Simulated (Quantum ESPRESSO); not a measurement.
GaSi6As (made-up cell), In3Si2GeP2 (made-up cell), In3SiGeP2C (made-up cell), In3SiGeP2S (made-up cell) and others (calculated)

All values are calculated (Quantum ESPRESSO 7.5). Calculation on a made-up crystal cell, not a measurement: periodic Kohn-Sham density functional theory in plane waves with PseudoDojo standard norm-conserving scalar-relativistic pseudopotentials, each functional with its own files (v0.5 for PBE, v0.4.1 for LDA and PBEsol), no spin polarisation, no spin-orbit coupling, atoms not relaxed, stress positive in tension, energies less a fixed whole-eV offset for each atom's element; levels are Kohn-Sham levels at fractions of this cell's reciprocal vectors, counted from the reference band (half the neutral cell's valence electrons, rounded up) at Gamma; error bars cover cutoff and k-mesh only, not smearing or the files; added strain carries the atoms with the cell, and shear is the tensor component; each bar is the largest change over components, and at least 0.002 eV, 0.002 eV per angstrom or 0.02 GPa; energies are for the whole cell, and the offsets were chosen from early runs and are not element reference energies.

Common to all runs: lattice type zincblende/diamond; functional pbe; fermi dirac smearing 0.1 eV; scf tolerance 1e-07 eV; electrons removed 0; k mesh 6 x 6 x 6, shifted by half a step.

(1) 
```cif
# cell vector a (Å): 5.5092 -0.0497 -0.0482
# cell vector b (Å): -0.0497 5.5721 0.0144
# cell vector c (Å): -0.0482 0.0144 5.7231
data_GaSi6As
_symmetry_space_group_name_H-M 'P 1'
_symmetry_Int_Tables_number 1
_cell_length_a 5.5096
_cell_length_b 5.5723
_cell_length_c 5.7233
_cell_angle_alpha 89.703
_cell_angle_beta 90.985
_cell_angle_gamma 91.029
_cell_volume 175.66
loop_
_atom_site_label
_atom_site_type_symbol
_atom_site_fract_x
_atom_site_fract_y
_atom_site_fract_z
_atom_site_occupancy
Si1 Si 0.00773 0.00767 0.99601 1
Si2 Si 0.99175 0.50201 0.50205 1
Si3 Si 0.49529 0.99509 0.50664 1
Si4 Si 0.50247 0.49783 0.00799 1
Ga1 Ga 0.26456 0.24453 0.25022 1
Si5 Si 0.24642 0.73882 0.73519 1
As1 As 0.75031 0.25569 0.74533 1
Si6 Si 0.76363 0.77047 0.24442 1
_calc_cutoff 1143  # eV
_calc_free_energy_less_offsets -0.2472  # eV
_calc_smearing_term_minus_ts -0.02031  # eV
_calc_scf_iterations 10
_calc_pressure -1.949  # GPa
_calc_stress_xx 0.7073  # GPa
_calc_stress_yy 1.498  # GPa
_calc_stress_zz 3.643  # GPa
_calc_stress_yz 1.301  # GPa
_calc_stress_xz -0.9378  # GPa
_calc_stress_xy -2.775  # GPa
_calc_fermi_level 0.1051  # eV
_calc_reference_band 26
_calc_error_bar_energy 0.002826  # eV
_calc_error_bar_stress 0.02  # GPa
_calc_error_bar_force 0.003716  # eV/angstrom
_calc_error_bar_next_band_up 0.002  # eV
_calc_error_bar_fermi_level 0.004859  # eV
_calc_error_bars_from 'tighter rerun of this cell'
```

Atoms:
| atoms element | atom site | atom energy offset (eV) |
| --- | --- | --- |
| Si | 1 | -115 |
| Si | 2 | -115 |
| Si | 3 | -115 |
| Si | 4 | -115 |
| Ga | 5 | -2080 |
| Si | 6 | -115 |
| As | 7 | -2887 |
| Si | 8 | -115 |

Forces:
| site | x (eV/Å) | y (eV/Å) | z (eV/Å) |
| --- | --- | --- | --- |
| 1 | 0.7365 | -0.5592 | -0.2323 |
| 2 | 0.7846 | 0.1237 | -1.611 |
| 3 | 0.1636 | -0.4419 | -0.8771 |
| 4 | -0.1055 | 1.05 | -0.147 |
| 5 | -0.6597 | 0.3567 | 0.4135 |
| 6 | 0.2135 | 0.3181 | 1.413 |
| 7 | -0.3702 | -0.1917 | 0.6929 |
| 8 | -0.7627 | -0.6559 | 0.3477 |

Levels:
| level k point | next band up (eV) |
| --- | --- |
| Gamma | 0.3223 |
| (1/2,1/2,1/2) | -0.2296 |
| (0.15,0,0) | 0.2027 |
| (0,0.15,0) | 0.2887 |
| (0,0,0.15) | 0.3174 |

(2) 
```cif
# cell vector a (Å): 6.1731 0.0855 0.1151
# cell vector b (Å): 0.0855 6.2353 -0.0616
# cell vector c (Å): 0.1151 -0.0616 6.1604
data_In3Si2GeP2
_symmetry_space_group_name_H-M 'P 1'
_symmetry_Int_Tables_number 1
_cell_length_a 6.1748
_cell_length_b 6.2362
_cell_length_c 6.1618
_cell_angle_alpha 91.124
_cell_angle_beta 87.870
_cell_angle_gamma 88.432
_cell_volume 236.97
loop_
_atom_site_label
_atom_site_type_symbol
_atom_site_fract_x
_atom_site_fract_y
_atom_site_fract_z
_atom_site_occupancy
Ge1 Ge 0.99245 0.99725 0.99412 1
In1 In 0.99235 0.50252 0.49385 1
In2 In 0.49372 0.99887 0.50416 1
In3 In 0.50277 0.50268 0.00214 1
P1 P 0.25254 0.24781 0.25073 1
Si1 Si 0.24767 0.75418 0.75188 1
Si2 Si 0.74977 0.24953 0.74225 1
P2 P 0.75403 0.75837 0.26008 1
_calc_cutoff 1143  # eV
_calc_pressure -4.836  # GPa
_calc_stress_xx 4.911  # GPa
_calc_stress_yy 5.145  # GPa
_calc_stress_zz 4.453  # GPa
_calc_stress_yz -0.6032  # GPa
_calc_stress_xz 1.432  # GPa
_calc_stress_xy 1.129  # GPa
_calc_error_bar_stress 0.02  # GPa
_calc_error_bar_force 0.002471  # eV/angstrom
_calc_error_bars_from 'tighter rerun of a related cell'
```

Atoms:
| atoms element | atom site |
| --- | --- |
| Ge | 1 |
| In | 2 |
| In | 3 |
| In | 4 |
| P | 5 |
| Si | 6 |
| Si | 7 |
| P | 8 |

Forces:
| site | x (eV/Å) | y (eV/Å) | z (eV/Å) |
| --- | --- | --- | --- |
| 1 | 0.1025 | 0.1524 | 0.1078 |
| 2 | 0.3366 | 0.08236 | 0.1542 |
| 3 | -0.1206 | 0.3158 | -0.02535 |
| 4 | -0.1459 | 0.1872 | 0.1494 |
| 5 | -0.3799 | -0.3605 | -0.4853 |
| 6 | -0.401 | -0.05291 | 0.4722 |
| 7 | 0.3267 | -0.4559 | 0.5886 |
| 8 | 0.2817 | 0.1316 | -0.9615 |

(3) 
```cif
# cell vector a (Å): 6.1731 0.0855 0.1151
# cell vector b (Å): 0.0855 6.2353 -0.0616
# cell vector c (Å): 0.1151 -0.0616 6.1604
data_In3SiGeP2C
_symmetry_space_group_name_H-M 'P 1'
_symmetry_Int_Tables_number 1
_cell_length_a 6.1748
_cell_length_b 6.2362
_cell_length_c 6.1618
_cell_angle_alpha 91.124
_cell_angle_beta 87.870
_cell_angle_gamma 88.432
_cell_volume 236.97
loop_
_atom_site_label
_atom_site_type_symbol
_atom_site_fract_x
_atom_site_fract_y
_atom_site_fract_z
_atom_site_occupancy
Ge1 Ge 0.99245 0.99725 0.99412 1
In1 In 0.99235 0.50252 0.49385 1
In2 In 0.49372 0.99887 0.50416 1
In3 In 0.50277 0.50268 0.00214 1
P1 P 0.25254 0.24781 0.25073 1
C1 C 0.24767 0.75418 0.75188 1
Si1 Si 0.74977 0.24953 0.74225 1
P2 P 0.75403 0.75837 0.26008 1
_calc_cutoff 1143  # eV
_calc_pressure -7.587  # GPa
_calc_stress_xx 7.759  # GPa
_calc_stress_yy 7.977  # GPa
_calc_stress_zz 7.026  # GPa
_calc_stress_yz -0.8918  # GPa
_calc_stress_xz 1.164  # GPa
_calc_stress_xy 1.082  # GPa
_calc_error_bar_stress 0.02  # GPa
_calc_error_bar_force 0.002471  # eV/angstrom
_calc_error_bars_from 'tighter rerun of a related cell'
```

Atoms:
| atoms element | atom site |
| --- | --- |
| Ge | 1 |
| In | 2 |
| In | 3 |
| In | 4 |
| P | 5 |
| C | 6 |
| Si | 7 |
| P | 8 |

Forces:
| site | x (eV/Å) | y (eV/Å) | z (eV/Å) |
| --- | --- | --- | --- |
| 1 | 0.8564 | -0.5485 | -0.5467 |
| 2 | 0.7415 | 0.4666 | 0.5756 |
| 3 | -0.8027 | -0.3844 | 0.7065 |
| 4 | -0.6458 | 0.6856 | -0.353 |
| 5 | -0.429 | -0.3196 | -0.4351 |
| 6 | -0.2489 | 0.3571 | 0.4083 |
| 7 | 0.2774 | -0.4023 | 0.5381 |
| 8 | 0.2512 | 0.1454 | -0.8937 |

(4) 
```cif
# cell vector a (Å): 6.1731 0.0855 0.1151
# cell vector b (Å): 0.0855 6.2353 -0.0616
# cell vector c (Å): 0.1151 -0.0616 6.1604
data_In3SiGeP2S
_symmetry_space_group_name_H-M 'P 1'
_symmetry_Int_Tables_number 1
_cell_length_a 6.1748
_cell_length_b 6.2362
_cell_length_c 6.1618
_cell_angle_alpha 91.124
_cell_angle_beta 87.870
_cell_angle_gamma 88.432
_cell_volume 236.97
loop_
_atom_site_label
_atom_site_type_symbol
_atom_site_fract_x
_atom_site_fract_y
_atom_site_fract_z
_atom_site_occupancy
Ge1 Ge 0.99245 0.99725 0.99412 1
In1 In 0.99235 0.50252 0.49385 1
In2 In 0.49372 0.99887 0.50416 1
In3 In 0.50277 0.50268 0.00214 1
P1 P 0.25254 0.24781 0.25073 1
S1 S 0.24767 0.75418 0.75188 1
Si1 Si 0.74977 0.24953 0.74225 1
P2 P 0.75403 0.75837 0.26008 1
_calc_cutoff 1143  # eV
_calc_pressure -3.988  # GPa
_calc_stress_xx 3.984  # GPa
_calc_stress_yy 4.503  # GPa
_calc_stress_zz 3.477  # GPa
_calc_stress_yz -0.9511  # GPa
_calc_stress_xz 1.733  # GPa
_calc_stress_xy 1.013  # GPa
_calc_error_bar_stress 0.02  # GPa
_calc_error_bar_force 0.002471  # eV/angstrom
_calc_error_bars_from 'tighter rerun of this cell'
```

Atoms:
| atoms element | atom site |
| --- | --- |
| Ge | 1 |
| In | 2 |
| In | 3 |
| In | 4 |
| P | 5 |
| S | 6 |
| Si | 7 |
| P | 8 |

Forces:
| site | x (eV/Å) | y (eV/Å) | z (eV/Å) |
| --- | --- | --- | --- |
| 1 | -0.1561 | 0.5665 | 0.4768 |
| 2 | -0.07289 | -0.447 | -0.03481 |
| 3 | 0.2991 | 0.6689 | -0.06482 |
| 4 | 0.3706 | -0.327 | 0.4005 |
| 5 | -0.3485 | -0.1548 | -0.3819 |
| 6 | -0.2547 | -0.04667 | 0.09557 |
| 7 | 0.1082 | -0.2362 | 0.3121 |
| 8 | 0.05424 | -0.02373 | -0.8034 |

(5) 
```cif
# cell vector a (Å): 5.6461 0.0000 0.0000
# cell vector b (Å): 0.0000 5.6461 0.0000
# cell vector c (Å): 0.0000 0.0000 5.6461
data_Si5Ge2
_symmetry_space_group_name_H-M 'P 1'
_symmetry_Int_Tables_number 1
_cell_length_a 5.6461
_cell_length_b 5.6461
_cell_length_c 5.6461
_cell_angle_alpha 90.000
_cell_angle_beta 90.000
_cell_angle_gamma 90.000
_cell_volume 179.99
loop_
_atom_site_label
_atom_site_type_symbol
_atom_site_fract_x
_atom_site_fract_y
_atom_site_fract_z
_atom_site_occupancy
Si1 Si 0.99478 0.99022 0.99068 1
Ge1 Ge 0.00244 0.49769 0.50213 1
Si2 Si 0.50121 0.00593 0.51136 1
Si3 Si 0.49163 0.50247 0.99114 1
Si4 Si 0.26124 0.25338 0.23937 1
Ge2 Ge 0.25391 0.75721 0.75546 1
Si5 Si 0.76272 0.76334 0.24971 1
_calc_empty_site 7
_calc_cutoff 1061  # eV
_calc_free_energy_less_offsets 1.609  # eV
_calc_smearing_term_minus_ts -0.07865  # eV
_calc_scf_iterations 10
_calc_pressure -4.761  # GPa
_calc_stress_xx 4.533  # GPa
_calc_stress_yy 4.425  # GPa
_calc_stress_zz 5.326  # GPa
_calc_stress_yz 1.065  # GPa
_calc_stress_xz 0.7785  # GPa
_calc_stress_xy 0.8256  # GPa
_calc_fermi_level -0.6362  # eV
_calc_reference_band 24
_calc_error_bar_energy 0.004524  # eV
_calc_error_bar_stress 0.02  # GPa
_calc_error_bar_force 0.003626  # eV/angstrom
_calc_error_bar_next_band_up 0.002  # eV
_calc_error_bar_fermi_level 0.01336  # eV
_calc_error_bars_from 'tighter rerun of this cell'
```

Atoms:
| atoms element | atom site | atom energy offset (eV) |
| --- | --- | --- |
| Si | 1 | -115 |
| Ge | 2 | -2430 |
| Si | 3 | -115 |
| Si | 4 | -115 |
| Si | 5 | -115 |
| Ge | 6 | -2430 |
| Si | 8 | -115 |

Forces:
| site | x (eV/Å) | y (eV/Å) | z (eV/Å) |
| --- | --- | --- | --- |
| 1 | 0.3202 | 1.034 | 0.6443 |
| 2 | -0.1017 | -0.1899 | -0.3851 |
| 3 | 0.4183 | 0.2603 | -0.9056 |
| 4 | 0.9405 | 0.1872 | 0.8601 |
| 5 | -0.4285 | -0.6508 | 0.1063 |
| 6 | -0.0714 | -0.1322 | -0.37 |
| 8 | -1.077 | -0.5087 | 0.05004 |

Levels:
| level k point | next band up (eV) |
| --- | --- |
| Gamma | 0.2012 |
| (1/2,1/2,1/2) | 0.04412 |
| (0.15,0,0) | 0.05212 |
| (0,0.15,0) | 0.07682 |
| (0,0,0.15) | 0.135 |

(6) 
```cif
# cell vector a (Å): 5.3152 0.0000 0.0000
# cell vector b (Å): 0.0000 5.3152 0.0000
# cell vector c (Å): 0.0000 0.0000 5.3152
data_AlSi6P
_symmetry_space_group_name_H-M 'P 1'
_symmetry_Int_Tables_number 1
_cell_length_a 5.3152
_cell_length_b 5.3152
_cell_length_c 5.3152
_cell_angle_alpha 90.000
_cell_angle_beta 90.000
_cell_angle_gamma 90.000
_cell_volume 150.16
loop_
_atom_site_label
_atom_site_type_symbol
_atom_site_fract_x
_atom_site_fract_y
_atom_site_fract_z
_atom_site_occupancy
Si1 Si 0.00348 0.99537 0.00813 1
Si2 Si 0.98420 0.51663 0.50028 1
Si3 Si 0.49818 0.00911 0.49816 1
Si4 Si 0.49488 0.50213 0.00211 1
Al1 Al 0.23918 0.24897 0.25403 1
Si5 Si 0.25452 0.75497 0.75175 1
Si6 Si 0.75888 0.25327 0.74648 1
P1 P 0.75950 0.74819 0.23971 1
_calc_cutoff 599  # eV
_calc_stress_zz ?
_calc_stress_xy ?
```

Atoms:
| atoms element | atom site | atom energy offset (eV) |
| --- | --- | --- |
| Si | 1 | -115 |
| Si | 2 | -115 |
| Si | 3 | -115 |
| Si | 4 | -115 |
| Al | 5 | -64 |
| Si | 6 | -115 |
| Si | 7 | -115 |
| P | 8 | -189 |

Question: Give the missing stress zz for AlSi6P (made-up cell) (entry 6).
Answer: -10.36 GPa

Question: What stress xy does the calculation give for AlSi6P (made-up cell) (entry 6)?
Answer: -1.017 GPa

Further results for AlSi6P (made-up cell) (entry 6):

* free energy less offsets: 1.795 eV
* smearing term minus ts: -0.02071 eV
* scf iterations: 10
* pressure: 10.59 GPa
* stress xx: -10.51 GPa
* stress yy: -10.88 GPa
* stress yz: 1.968 GPa
* stress xz: -1.237 GPa
* fermi level: 0.1126 eV
* reference band: 16
* error bar energy: 0.002 eV
* error bar stress: 0.02 GPa
* error bar force: 0.002571 eV/Å
* error bar next band up: 0.002 eV
* error bar fermi level: 0.002461 eV
* error bars from: tighter rerun of a related cell

Forces:
| site | x (eV/Å) | y (eV/Å) | z (eV/Å) |
| --- | --- | --- | --- |
| 1 | -0.3502 | 0.08432 | -1.221 |
| 2 | 1.121 | -0.2369 | 0.3116 |
| 3 | 0.8975 | -0.6721 | 0.2021 |
| 4 | 0.5928 | -0.3735 | -0.3035 |
| 5 | 0.1084 | 1.005 | 0.3896 |
| 6 | -0.1395 | -0.02781 | -0.3865 |
| 7 | -0.6726 | -0.2485 | 0.6529 |
| 8 | -1.558 | 0.4699 | 0.3553 |

Levels:
| level k point | next band up (eV) |
| --- | --- |
| Gamma | 0.2469 |
| (1/2,1/2,1/2) | 0.2829 |
| (0.15,0,0) | 0.1042 |
| (0,0.15,0) | 0.09386 |
| (0,0,0.15) | 0.1242 |
